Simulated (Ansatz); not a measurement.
Here is the system:

SnO$_{2}$ (rutile)

```
CELL_PARAMETERS angstrom
      4.82756     0.00000     0.00000
      0.00000     4.82756     0.00000
      0.00000     0.00000     3.23791
ATOMIC_POSITIONS crystal
  Sn 0.00000 0.00000 0.00000
  Sn 0.50000 0.50000 0.50000
  O  0.30660 0.30660 0.00000
  O  0.80660 0.19340 0.50000
  O  0.19340 0.80660 0.50000
  O  0.69340 0.69340 0.00000
```

The volume is varied about the relaxed value V₀ at fixed cell shape. The atoms relax within the cell's symmetry.

Calculation: PBE (plane waves to 420 eV, PAW, scalar-relativistic; Ansatz, a first-principles code). k mesh 7×7×10 (Γ-centred), Fermi-Dirac smearing 0.05 eV. E stands for the smeared free energy. Compression counts positive. With the shape held, the modulus is that of even scaling; a crystal free to change shape is softer. SnO2 was relaxed with its symmetry unable to fall. The PAW data are Ansatz's earlier set. The zero of ΔE is the relaxed starting cell.

The scan covers V/V₀ from 0.900 to 1.100 in 9 points.

### Question
What pressure does the cell carry at V/V₀ = 0.900?

### Answer
24.1 GPa.

### Question
What is ΔE at V/V₀ = 0.900?

### Answer
85.3 meV/atom.

### Question
What is ΔE at V/V₀ = 1.100?

### Answer
56.7 meV/atom.

(Under strain, the slope of the energy per volume gives the stress and its curvature an elastic modulus.)
